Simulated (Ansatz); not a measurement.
A 12-atom cell of Ti3SiO8 built on the anatase structure (relaxed group Cm), relaxed with r2SCAN. It is monoclinic, Cm (No. 8); a = 10.102 Å, b = 3.713 Å, c = 7.363 Å, β = 111.4° in the conventional setting, 10.71 Å³ an atom. Ti is surrounded by 6 O at 1.90–2.15 Å and 1 Ti at 3.09 Å; Ti is surrounded by 6 O at 1.89–2.02 Å and 4 Ti at 3.00–3.09 Å; O is surrounded by 3 Ti at 1.90–1.97 Å; O is surrounded by 1 Si at 1.77 Å and 2 Ti at 1.89–2.15 Å; O is surrounded by 3 Ti at 1.90–1.96 Å; O is surrounded by 3 Ti at 1.90–1.98 Å; Ti is surrounded by 6 O at 1.90–1.98 Å and 3 Ti at 3.00–3.02 Å; Si is surrounded by 6 O at 1.76–1.89 Å (further sites aren't listed).

The questions ask for values computed with the plane-wave code Ansatz on this geometry. Spin-unpolarised throughout. Whether this structure exists isn't addressed.

Given (8×8×4 mesh): PBE gives an indirect gap of 2.11 eV, from V₂ to Γ; the least direct gap is 2.56 eV at Y₂.

Task: Estimate the gap with r2SCAN on 8×8×4.

Result: With r2SCAN the valence top lies at V₂ and the conduction bottom at Γ, 2.46 eV higher; the smallest vertical gap, at Y₂, is 2.95 eV. The gap differs by +0.35 eV from PBE's.

Task: How does the gap change from PBE to HSE06 (4×4×2)?

Result: HSE06 gives an indirect gap of 3.62 eV, from V₂ to Γ; the least direct gap is 4.15 eV at Y₂. The gap differs by +1.51 eV from PBE's.

Task: What does PBE0 give for the gap (4×4×2 mesh)?

Result: PBE0 gives an indirect gap of 4.38 eV, from V₂ to Γ; the least direct gap is 4.90 eV at Y₂. The gap differs by +2.27 eV from PBE's.

Task: What do these levels agree on?

Result: r2SCAN covers 24 % of the step from PBE to HSE06. Among these functionals the gap stays indirect.

The meshes of the hybrids are coarse, so their gaps aren't converged to the digits shown.
